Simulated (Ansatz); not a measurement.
Cs:
```xyz
1
Lattice="-3.0816 3.0816 3.0816 3.0816 -3.0816 3.0816 3.0816 3.0816 -3.0816" Properties=species:S:1:pos:R:3 pbc="T T T"
Cs     0.0000     0.0000     0.0000
```

Relaxed with PBE. Special points in fractions of this cell's reciprocal vectors: Γ (0.000, 0.000, 0.000); H (0.500, -0.500, 0.500); N (0.000, 0.000, 0.500); P (0.250, 0.250, 0.250).

Task: List the band energies nearest the Fermi level at these points for DFT-PBE in the program Ansatz with PAW potentials.

Result: In eV from the Fermi level; about four levels below and three above (degenerate sets whole), none deeper than 8.9 eV; points with the same levels are listed once.

```tsv
k	below	above
Γ	-1.67	2.47 2.47 2.47
H	–	0.66 0.66 2.94 2.94 2.94
N	–	0.04 0.85 1.64
P	–	0.98 0.98 0.98
```

Space group Im-3m (bcc (W type)). Symmetry was held in the PBE relaxation. Spin–orbit coupling is left out wherever it is not named.

Potentials: the later of the program's two PAW sets.
